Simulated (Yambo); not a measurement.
Yambo run on PdCdF$_{6}$ (space group R-3, No. 148). The wavefunctions are norm-conserving PBEsol (Quantum ESPRESSO, 102 Ry, scalar-relativistic) ones on a 2×2×2 mesh (40 occupied bands); a = b = c = 5.648 Å, α = β = γ = 53.19°.

Yambo input:

```
rim_cut
gw0
dyson
el_el_corr
HF_and_locXC
ppa
em1d
RandQpts= 1000000
RandGvec= 1 Ry
EXXRLvcs= 102 Ry
VXCRLvcs= 408 Ry
Chimod= "HARTREE"
% BndsRnXp
 9 | 174 |
%
NGsBlkXp= 7 Ry
% LongDrXp
 1.0 | 1.0 | 1.0 |
%
PPAPntXp= 27.2114 eV
% GbndRnge
 1 | 79 |
%
GTermKind= "none"
DysSolver= "n"
ExtendOut
% QPkrange
 3 | 3 | 40 | 41 |
%
```

k points by index: 3 = F.

The o-*.qp file then holds:

```
#    K-point    Band    Eo [eV]    E [eV]    E-Eo [eV]    Vxc [eV]    Vnlxc [eV]    Sc|Eo [eV]    Sc|E [eV]    dSc/dw|Eo [eV]    Re(Z)    Im(Z)
#
    3    40    0.000000    -0.597272    -0.597272    -24.48461    -31.70717    6.465135    6.625287    -7.294389    0.788601    -0.001387
    3    41    1.817215    3.960978    2.143763    -24.09881    -20.01242    -1.411000    -1.942621    -6.747743    0.801296    -0.001363
```
(The two width columns are left out.) Convergence of these settings isn't established.

Spin-orbit coupling is not included.

Geometry of the Materials Project entry, not relaxed at this level.
